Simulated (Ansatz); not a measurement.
# Field gradients of Mg₂MnIn₃S₈ from run to run

Cell of run 1: a Materials Project structure (computed, not necessarily an observed phase), atoms as given.

```cif
data_Mg2MnIn3S8
_symmetry_space_group_name_H-M 'R-3m:H'
_symmetry_Int_Tables_number 166
_cell_length_a 7.6448
_cell_length_b 7.6448
_cell_length_c 18.4332
_cell_angle_alpha 90.000
_cell_angle_beta 90.000
_cell_angle_gamma 120.000
loop_
_atom_site_label
_atom_site_type_symbol
_atom_site_symmetry_multiplicity
_atom_site_Wyckoff_symbol
_atom_site_fract_x
_atom_site_fract_y
_atom_site_fract_z
Mg Mg 6 c 0.0000 0.0000 0.8762
Mn Mn 3 b 0.0000 0.0000 0.5000
In In 9 e 0.6667 0.8333 0.3333
S7 S 18 h 0.6961 0.8480 0.5805
S9 S 6 c 0.0000 0.0000 0.2574
```

One atom of each set is listed; the run and its k-mesh use a cell of 14 atoms with edges of 7.57, 7.57, 7.57 Å.

All runs are DFT with Ansatz 0.2.0 (plane waves and PAW, scalar-relativistic unless spin–orbit coupling is named, Γ-centred meshes, Fermi–Dirac smearing where given) in this cell. Start moments of run 1 as typed (μB): 4 on each Mn, none on the rest.

Run 1: PBE, with a start moment, atoms as given; 420 eV, 6×6×6 k-points, smearing 0.05 eV.
Run 2: r2SCAN, with a start moment, atoms as given; 500 eV, 6×6×6 k-points, smearing 0.05 eV.
Run 3: PBE+U, with a start moment, atoms as given; 420 eV, 6×6×6 k-points, smearing 0.05 eV (U = 3.9 eV on Mn d).

(1) What does each run give, and what moves the gradients most?

Answers

(1) 

```json
{"run": "1", "Mn V_zz (η)": "0.26 (0.00)", "In V_zz (η)": "-1.90 (0.97)", "S7 V_zz (η)": "1.90 (0.18)", "absolute moment (μB)": "4.4"}
{"run": "2", "Mn V_zz (η)": "0.18 (0.00)", "In V_zz (η)": "1.97 (0.93)", "S7 V_zz (η)": "2.11 (0.29)", "absolute moment (μB)": "4.7"}
{"run": "3", "Mn V_zz (η)": "0.084 (0.00)", "In V_zz (η)": "2.12 (0.88)", "S7 V_zz (η)": "2.13 (0.26)", "absolute moment (μB)": "5.1"}
```

V_zz in 10²¹ V/m²; 3 of the 5 sets of like atoms are followed. Against run 1, the gradient tensors on these sites move by at most 0.30 in run 2 (S7), 0.57 in run 3 (S7). Taken one at a time, the Hubbard term moves the tensors on these sites by up to 0.57 (largest principal value of the change, on S7), the functional (r2SCAN with its higher cutoff) by 0.30 (S7). Without a gap such differences can lie within the error of the k-mesh, so this order isn't firm. On some sites the largest principal value moves to another axis from run to run, and the sign of V_zz can flip with it. On In η is near 1, so the change of sign is little more than a relabelling of axes.

Without spin–orbit coupling (the program notes it for In) the gradients can shift somewhat, as the gap is small. Semilocal functionals can leave a metal where correlation in the d or f shell opens a gap in the real compound, and that would change the values at and beside Mn. The magnetic order is the one that the run reached from its start moments, not necessarily the measured one. Semilocal functionals make gaps too small and can close them, so the real compound need not be a metal. For runs 1, 2, 3: All moments are parallel here, as the start or the cell imposes; many such compounds order antiparallel, where fields and spin densities carried over to other atoms largely cancel. In run 2 the program didn't check the stability of the electronic state in full, so a lower one may lie near. In runs 1, 2, 3 there is no gap above 0.1 eV, so the gradients can move by 10 % or more with the k-mesh. In run 3 the atoms aren't at the calculated equilibrium (largest force 0.46 eV/Å).
